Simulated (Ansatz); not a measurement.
CaSn₂O₅ — 119Sn Mössbauer parameters

Cell: a computed structure from the Materials Project (it need not be an observed phase).

Space group Cmcm (No. 63); a = 4.0011, b = 10.9183, c = 10.8637 Å.

```
site  Wyckoff  site symmetry       x       y       z
  Ca       4c            m2m  0.5000  0.3074  0.7500
  Sn       8f            m..  0.5000  0.6318  0.5629
  O7       4c            m2m  0.5000  0.3015  0.2500
  O9       8f            m..  0.5000  0.8057  0.0532
 O13       8f            m..  0.5000  0.4526  0.6092
```

One atom of each set is listed; the run and its k-mesh use a cell of 16 atoms with edges of 5.81, 5.81, 10.86 Å.

Computed with Ansatz: DFT, PBE, plane waves and PAW, scalar-relativistic, 420 eV cutoff, Γ-centred 6×6×2 k-points, Fermi–Dirac smearing 0.02 eV.

Isomer shifts (against SnO₂) follow from the electron density at the nucleus, δ = α(ρ − ρ₀), with α = 0.099 mm s⁻¹ a₀³ and ρ₀ = 183191.44 a₀⁻³ from a line fitted to 8 measured compounds at this level of theory (rms miss 0.12 mm/s). ΔE_Q = ½eQV_zz(1 + η²/3)^½ with Q = -0.132 b for the 23.9 keV state.

Task: Where do the absorption lines lie?

Result: Sn (4 atoms a cell): δ = 0.24, |ΔE_Q| = 0.42 mm/s, a doublet at 0.03 and 0.45 mm/s.

Without spin–orbit coupling (the program notes it for Sn) the gradients are little affected as a rule: paired runs on crystals with a gap mostly move them by under 2 % at such atoms.

Hardware: 1 thread of Arm Neoverse V2 (aarch64; 8 cores open to the job, memory cap 2.5 GiB, no GPU), a shared host with a load of 0.4 a core. Wall time 44 s, CPU time 44 s, peak memory 0.74 GiB.
